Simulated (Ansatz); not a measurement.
## ZnSiP₂: structures and their energies

9 relaxations of ZnSiP2 ended in 3 distinct structures. Method: PBEsol (plane waves to 420 eV, PAW, scalar-relativistic; Ansatz, a program for electronic structure).

| # | space group | Pearson | type | E − E(lowest) (eV/atom) | V (Å³/atom) | gap (eV, no SOC) | coordination | runs ending here |
|---|---|---|---|---|---|---|---|---|
| 1 | I-42d | tI16 | chalcopyrite type | 0.000 | 18.71 | 1.16 | Zn 4 (tetrahedral), Si 4 (tetrahedral), P 4 (tetrahedral) | 7 |
| 2 | Pna2₁ | oP16 | – | 0.006 | 18.72 | 1.36 | – | 1 |
| 3 | P1 | aP8 | – | 0.227 | 19.16 | 0.68 | – | 1 |

Coordination numbers (neighbours up to the widest gap in distance over summed covalent radii, below 1.35; n+m marks a second, longer set; metal–metal contacts left out). I-42d, tI16, chalcopyrite type is the lowest of the structures calculated here.

```cif
data_P8Si4Zn4
_chemical_formula_sum 'Zn4 Si4 P8'
_space_group_name_H-M_alt 'I-42d'
_space_group_IT_number 122
_space_group_name_Hall 'I -4 2bw'
_cell_length_a 5.35348
_cell_length_b 5.35348
_cell_length_c 10.44504
_cell_angle_alpha 90.000
_cell_angle_beta 90.000
_cell_angle_gamma 90.000
loop_
_atom_site_label
_atom_site_type_symbol
_atom_site_symmetry_multiplicity
_atom_site_Wyckoff_symbol
_atom_site_fract_x
_atom_site_fract_y
_atom_site_fract_z
_atom_site_occupancy
Zn1 Zn 4 a 0.00000 0.00000 0.00000 1
Si1 Si 4 b 0.00000 0.00000 0.50000 1
P1 P 8 d 0.25000 0.23543 0.37500 1
```
(The calculation used a cell of 8 atoms; values per cell refer to that cell.)

Each run could gain symmetry but not lose that of its start, so entries can be saddle points. From databases, or of a type measured for this composition: I-42d, tI16, chalcopyrite type; the others are generated cells (placed on structure types, drawn at random, substituted or restacked) that were not matched to a known phase here. Static energies at zero pressure. No spin polarisation in the result. Gaps of cells over 8 atoms come from the SCF mesh and high-symmetry points alone.
